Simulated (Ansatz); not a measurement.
KBr:
```
CELL_PARAMETERS angstrom
      0.00000     3.30438     3.30438
      3.30438     0.00000     3.30438
      3.30438     3.30438     0.00000
ATOMIC_POSITIONS crystal
  K  0.00000 0.00000 0.00000
  Br 0.50000 0.50000 0.50000
```

Cartesian axes are those of the cell as given.

Problem. Give the high-frequency dielectric tensor and the Born effective charge tensors of the independent atoms from DFPT, DFT-r²SCAN in the program Ansatz with PAW potentials.

Solution. 
ε∞:
```
2.44  0.00  0.00
0.00  2.44  0.00
0.00  0.00  2.44
```
Z* of atom 1 (K), rows: field, columns: displacement, in e:
```
1.11  0.00  0.00
0.00  1.11  0.00
0.00  0.00  1.11
```
Z* of atom 2 (Br), rows: field, columns: displacement, in e:
```
-1.11   0.00   0.00
 0.00  -1.11   0.00
 0.00   0.00  -1.11
```

Static charges for comparison (Bader): K1 +0.84, Br2 -0.84 e. Born charges measure polarisation by displacement and can exceed these by far.

Space group Fm-3m (rock salt). The cell was relaxed with r²SCAN under the symmetry of its start; phonons on a q-mesh show no instability. Scalar-relativistic: spin–orbit coupling is off unless named, which matters more the heavier the elements.

Potentials: the later of the program's two PAW sets.
